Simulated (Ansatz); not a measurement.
Harmonic vibrational thermodynamics of SiRh in space group P2_13 (No. 198; Si on 4a, Rh on 4a) at fixed volume, PBEsol (plane waves, PAW; program Ansatz). The rows extrapolate the 0 K crystal and know nothing of melting or changes of phase.

| T (K) | F_vib (meV/atom) | S (J/K per mol of atoms) | C_V (J/K per mol of atoms) |
|---|---|---|---|
| 50 | 43.8 | 1.4 | 3.6 |
| 100 | 41.9 | 6.3 | 11.2 |
| 200 | 29.7 | … | … |
| 300 | 7.4 | 25.5 | 22.2 |
| 400 | … | 32.1 | … |
| 600 | -99.7 | 41.7 | 24.2 |
| 800 | -193.9 | 48.8 | 24.5 |
| 1000 | … | … | 24.7 |

Task: What belongs in the gaps?

Result: 
- 400, C_V (J/K per mol of atoms): 23.3
- 400, F_vib (meV/atom): -22.6
- 1000, F_vib (meV/atom): -300.8
- 1000, S (J/K per mol of atoms): 54.2
- 200, C_V (J/K per mol of atoms): 19.4
- 200, S (J/K per mol of atoms): 17.1

The workflow started from a Materials Project entry (that database holds measured and hypothetical structures alike); the Crystallography Open Database copy checked does not list it. COD files the formula under space group No. 14. Whether it is the stable phase at ambient conditions was not checked. The cell was relaxed with PBEsol under the symmetry of its start; its stability against distortions is not shown here. The run is not spin-polarised. Spin–orbit coupling is left out wherever it is not named.

Potentials: the earlier of the program's two PAW sets. The files were generated under PBE; for other functionals the program regenerates the frozen cores, and for LDA and PBEsol the local potential too.
